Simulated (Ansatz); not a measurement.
A geometry of In2Ag away from equilibrium: step 3 of the relaxation of a randomly generated symmetric cell of In2Ag (space group No. 38). Method: PBE (plane waves to 420 eV, PAW, scalar-relativistic; Ansatz, a quantum-chemistry and plane-wave program). Γ-centred k-mesh 7×7×7 on the run's cell (coarser than for final values), Fermi–Dirac smearing 0.05 eV. The plane waves were selected for a different cell earlier on the path.

```
CELL_PARAMETERS angstrom
      4.58759     0.00000     0.00000
      0.00000     6.74436     2.40203
      0.00000    -6.74436     2.40203
ATOMIC_POSITIONS crystal
  Ag 0.50000 0.61576 0.61576
  Ag 0.00000 0.35754 0.35754
  In 0.00000 0.82488 0.00487
  In 0.00000 0.00487 0.82488
  In 0.50000 0.40729 0.08427
  In 0.50000 0.08427 0.40729
```

Question: What forces act on the atoms (eV/Å)?

Answer: 
| atom | Fx | Fy | Fz |
|---|---|---|---|
| Ag1 | 0.00 | 0.00 | 1.22 |
| Ag2 | 0.00 | 0.00 | 3.47 |
| In3 | 0.00 | -5.56 | -2.50 |
| In4 | 0.00 | 5.56 | -2.50 |
| In5 | 0.00 | 0.86 | 0.15 |
| In6 | 0.00 | -0.86 | 0.15 |

The path ends in I4/mmm (No. 139). No spin polarisation in the result.

The run could not lose the symmetry of its start, so the end can be a saddle point.

The end of the path is a generated cell of In2Ag: the first start was made by a random draw of sites in a space group, and the end was not matched to a known phase here, so it may be hypothetical.
